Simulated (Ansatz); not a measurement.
A generator proposed this cell of SbO₆.

```xyz
7
Lattice="-3.0521 3.0521 3.0227 3.0521 -3.0521 3.0227 3.0521 3.0521 -3.0227" Properties=species:S:1:pos:R:3 pbc="T T T"
Sb    0.0000    0.0000    0.0000
O     4.3249    0.0000    0.0000
O     1.7792    0.0000    0.0000
O     0.0000    0.0000    4.3022
O     0.0000    0.0000    1.7432
O     0.0000    4.3249    0.0000
O     0.0000    1.7792    0.0000
```

Computed with DFT PBE, scalar-relativistic, plane waves, PAW in Ansatz. Cutoff 420 eV; k points 4×4×4 on the computed 7-atom cell (Γ-centred); Gaussian smearing, width 0.10 eV; no spin polarisation.

The zero of energy is the elements' standard structures at the same level (O₂ as a molecule); no fitted shifts are applied.

Question: What does a single point on this coarse mesh give?

Answer: The pressure is 32.6 GPa (the mean over three directions, positive in compression), the largest force is 7.62 eV/Å, and the energy is +1.66 eV/atom against the elements. The shortest distance is 1.74 Å.

Question: How much does it gain on relaxing, and where does it end?

Answer: Relaxing gains about 1.3 eV/atom (the start's value is from the coarse mesh, so the gain is rough) in 18 ionic steps and ends at +0.37 eV/atom on the finer mesh. The symmetry goes from I4/mmm (No. 139) to Im-3m (No. 229). The volume per atom shrinks by 11.6 %, from 16.1 to 14.2 Å³. The shortest distance goes from 1.74 Å (Sb–O) to 1.31 Å (O–O). Conventional cell: a = 5.839 Å. Around Sb lie 6 O at 2.27 Å; around O lie 1 O at 1.31 Å and 1 Sb at 2.27 Å.

The last run used a 10×10×10 mesh for its 7-atom cell and Gaussian smearing of 0.10 eV. Spin–orbit coupling, which can matter for Sb, is left out. An odd number of electrons in the primitive cell allows no gap without spin; a larger cell or a magnetic state could open one. The cell is a metal run without spin; a magnetic state may lie lower. The relaxation can't lower the symmetry of the start. Symmetry constrained the relaxation, so the result can be a saddle point.
